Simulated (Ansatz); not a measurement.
Geometry optimisation in Ansatz: input, command and trajectory.

```yaml
crystal:
  lattice:
    - [1.3150865479, 0.7592655724, 5.0918160572]
    - [-1.3150865479, 0.7592655724, 5.0918160572]
    - [0.0, -1.5185311448, 5.0918160572]
  atoms:
    - { symbol: Ga, position: [0.0, 0.0, 0.0] }
    - { symbol: O, position: [0.7484, 0.7484, 0.7484], spin: 0.52 }
    - { symbol: O, position: [0.5849, 0.5849, 0.5849], spin: 0.52 }
basis:
  ecutwfc: 420
kpoints:
  mp_grid: { grid: [6, 6, 6] }
hamiltonian:
  xc: pbe
scf:
  occupations: { method: gaussian, width: 0.1 }
  lower_state_search: "off"
output:
  forces: true
  stress: true
  eigenvalues: true
  populations: true
magnetization:
  spin_polarized: true
relax:
  adjacent_minimum: "off"
  f_tol: 0.04
  max_steps: 70
  cell: { stress_tol: 0.4 }
```

```bash
ansatz run input.yaml --threads 1 --pin off --max-ram 2560MiB --backend cpu --events-out ev --progress --plain --runs-dir out
```

Computed with DFT PBE, scalar-relativistic, plane waves, PAW (Ansatz).

Of 14 frames 10 are shown, positions in Å and forces in eV/Å; the SCF threshold varies from step to step. Steps run on the plane waves of an earlier cell, with a Pulay correction in the pressure. The basis is chosen afresh for the last frame, the zero of the energies, and at times for earlier ones too; energy and pressure step there, also at an unchanged geometry. Here that happened at steps 7 (-47 meV/atom, 4.7 GPa), 11 (-6 meV/atom, 0.2 GPa); the frames before carry an error of that size.

```xyz
3
Lattice="1.3151 0.7593 5.0918 -1.3151 0.7593 5.0918 0.0000 -1.5185 5.0918" Properties=species:S:1:pos:R:3:forces:R:3 pbc="T T T" step=1 free_energy_over_end_meV_per_atom=492.61 pressure_GPa=26.96
Ga    0.0000    0.0000    0.0000    0.0000    0.0000    0.0080
O     0.0000    0.0000   11.4321    0.0000    0.0000   -0.8063
O     0.0000    0.0000    8.9346    0.0000    0.0000    0.7983
3
Lattice="1.3793 0.7963 5.0451 -1.3793 0.7963 5.0451 0.0000 -1.5927 5.0451" Properties=species:S:1:pos:R:3:forces:R:3 pbc="T T T" step=2 free_energy_over_end_meV_per_atom=229.12 pressure_GPa=13.54
Ga    0.0000    0.0000    0.0001    0.0000    0.0000   -0.0003
O     0.0000    0.0000   11.2694    0.0000    0.0000   -0.9650
O     0.0000    0.0000    8.9104    0.0000    0.0000    0.9653
3
Lattice="1.4790 0.8539 4.8935 -1.4790 0.8539 4.8935 0.0000 -1.7079 4.8935" Properties=species:S:1:pos:R:3:forces:R:3 pbc="T T T" step=4 free_energy_over_end_meV_per_atom=62.52 pressure_GPa=0.59
Ga    0.0000    0.0000    0.0000    0.0000    0.0000   -0.0023
O     0.0000    0.0000   10.8319    0.0000    0.0000    0.5667
O     0.0000    0.0000    8.7415    0.0000    0.0000   -0.5644
3
Lattice="1.4728 0.8503 4.8996 -1.4728 0.8503 4.8996 0.0000 -1.7006 4.8996" Properties=species:S:1:pos:R:3:forces:R:3 pbc="T T T" step=5 free_energy_over_end_meV_per_atom=57.37 pressure_GPa=-0.35
Ga    0.0000    0.0000    0.0000    0.0000    0.0000   -0.0012
O     0.0000    0.0000   10.8681    0.0000    0.0000   -0.0197
O     0.0000    0.0000    8.7299    0.0000    0.0000    0.0210
3
Lattice="1.4728 0.8503 4.8590 -1.4728 0.8503 4.8590 0.0000 -1.7007 4.8590" Properties=species:S:1:pos:R:3:forces:R:3 pbc="T T T" step=7 free_energy_over_end_meV_per_atom=10.04 pressure_GPa=4.57
Ga    0.0000    0.0000    0.0000    0.0000    0.0000   -0.0012
O     0.0000    0.0000   10.7859    0.0000    0.0000    0.0326
O     0.0000    0.0000    8.6497    0.0000    0.0000   -0.0314
3
Lattice="1.4849 0.8573 4.9837 -1.4849 0.8573 4.9837 0.0000 -1.7147 4.9837" Properties=species:S:1:pos:R:3:forces:R:3 pbc="T T T" step=8 free_energy_over_end_meV_per_atom=5.83 pressure_GPa=2.23
Ga    0.0000    0.0000    0.0000    0.0000    0.0000   -0.0018
O     0.0000    0.0000   11.0307    0.0000    0.0000    0.0742
O     0.0000    0.0000    8.9035    0.0000    0.0000   -0.0724
3
Lattice="1.4954 0.8634 5.0834 -1.4954 0.8634 5.0834 0.0000 -1.7268 5.0834" Properties=species:S:1:pos:R:3:forces:R:3 pbc="T T T" step=10 free_energy_over_end_meV_per_atom=6.99 pressure_GPa=-0.01
Ga    0.0000    0.0000   -0.0002    0.0000    0.0000    0.0007
O     0.0000    0.0000   11.2308    0.0000    0.0000    0.0026
O     0.0000    0.0000    9.1025    0.0000    0.0000   -0.0033
3
Lattice="1.4954 0.8634 5.0834 -1.4954 0.8634 5.0834 0.0000 -1.7268 5.0834" Properties=species:S:1:pos:R:3:forces:R:3 pbc="T T T" step=11 free_energy_over_end_meV_per_atom=0.55 pressure_GPa=0.17
Ga    0.0000    0.0000   -0.0002    0.0000    0.0000    0.0008
O     0.0000    0.0000   11.2308    0.0000    0.0000    0.0048
O     0.0000    0.0000    9.1025    0.0000    0.0000   -0.0056
3
Lattice="1.4956 0.8635 5.2091 -1.4956 0.8635 5.2091 0.0000 -1.7270 5.2091" Properties=species:S:1:pos:R:3:forces:R:3 pbc="T T T" step=13 free_energy_over_end_meV_per_atom=1.57 pressure_GPa=0.00
Ga    0.0000    0.0000   -0.0001    0.0000    0.0000    0.0002
O     0.0000    0.0000   11.4826    0.0000    0.0000   -0.0026
O     0.0000    0.0000    9.3535    0.0000    0.0000    0.0025
3
Lattice="1.4956 0.8635 5.2091 -1.4956 0.8635 5.2091 0.0000 -1.7270 5.2091" Properties=species:S:1:pos:R:3:forces:R:3 pbc="T T T" step=14 free_energy_over_end_meV_per_atom=0.00 pressure_GPa=0.04
Ga    0.0000    0.0000   -0.0001    0.0000    0.0000   -0.0001
O     0.0000    0.0000   11.4826    0.0000    0.0000   -0.0022
O     0.0000    0.0000    9.3535    0.0000    0.0000    0.0024
```

The start puts this composition into another compound's structure type, which needn't suit it. The cell swells from 10.2 to 13.5 Å³ an atom, so the end can be far from any stable crystal. At the end the space group is R3m (tolerance 0.05 Å).

Time: 90 s on 1 thread of Arm Neoverse V1, on a shared host, peak memory 0.33 GiB.

The k mesh is coarse. The cell holds layers, and where no dispersion correction was added their binding is poorly described.